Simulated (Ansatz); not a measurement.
One crystal and one scan (frozen-phonon scan) at two levels, PBE (plane waves to 420 eV, PAW, scalar-relativistic; Ansatz, a quantum-chemistry and plane-wave program) and r2SCAN (plane waves to 500 eV, PAW, scalar-relativistic; Ansatz), each from its own relaxed cell and on its own mesh. The cell shown is that of PBE.

Relaxed Al (fcc, Cu type):

```yaml
crystal:
  lattice:
    - [0.00000, 4.04047, 4.04047]
    - [2.02024, 2.02024, 4.04047]
    - [2.02024, 2.02024, 0.00000]
  atoms:
    - { symbol: Al, position: [0.00000, 0.00000, 0.00000] }
    - { symbol: Al, position: [0.50000, 0.00000, 0.00000] }
```

A phonon eigenvector at X = (0.5, 0.5, 0.0) is frozen into this cell: atom i moves by Q times the vector below, so Q is the largest atomic displacement, in Å. The cell is held. (q is in reciprocal vectors of the primitive cell; the cell shown is doubled to hold the pattern.)

| atom | x | y | z |
|---|---|---|---|
| Al1 | 0.000 | 0.000 | -1.000 |
| Al2 | 0.000 | 0.000 | 1.000 |

Al was relaxed with its symmetry unable to fall. With partly filled bands, energies and forces of such displacements shift with the k mesh and the smearing. Percentages come from the unrounded values. Both scans cover Q from -0.180 to 0.180 Å.

Results of PBE:

```
Quantity                                                                                                                                          Result
----------------------------------------------------------------------------------------  --------------------------------------------------------------
Lattice constant a (Å)                                                                                                                             4.040
Energy at Q = 0.180 Å (meV/cell)                                                                                                                     332
Harmonic wavenumber from the curvature (finite differences) (cm⁻¹ (negative: imaginary))                                                             320
Space group of the distorted cell                                                                                   P4/nmm (No. 129), lowered from Fm-3m
Symmetry of the curve                                                                                                      even: the same for both signs
Shape of the curve                                                                        a single well with its minimum at or next to zero displacement
```

Problem. What does r2SCAN give for the same quantities?

Solution. 
| quantity | r2SCAN | PBE − r2SCAN |
|---|---|---|
| Lattice constant a (Å) | 3.992 | +0.048 (+1.2 %) |
| Energy at Q = 0.180 Å (meV/cell) | 388 | -56 (-14 %) |
| Harmonic wavenumber from the curvature (finite differences) (cm⁻¹ (negative: imaginary)) | 346 | -26 (-7.6 %) |

PBE gives the higher value for: lattice constant a. PBE gives the lower value for: energy at Q = 0.180 Å; harmonic wavenumber from the curvature. Both give the same space group of the distorted cell: P4/nmm (No. 129), lowered from Fm-3m.

(A displaced cell: forces are minus the slopes of the energy, force constants its curvatures, and phonons follow from these.)
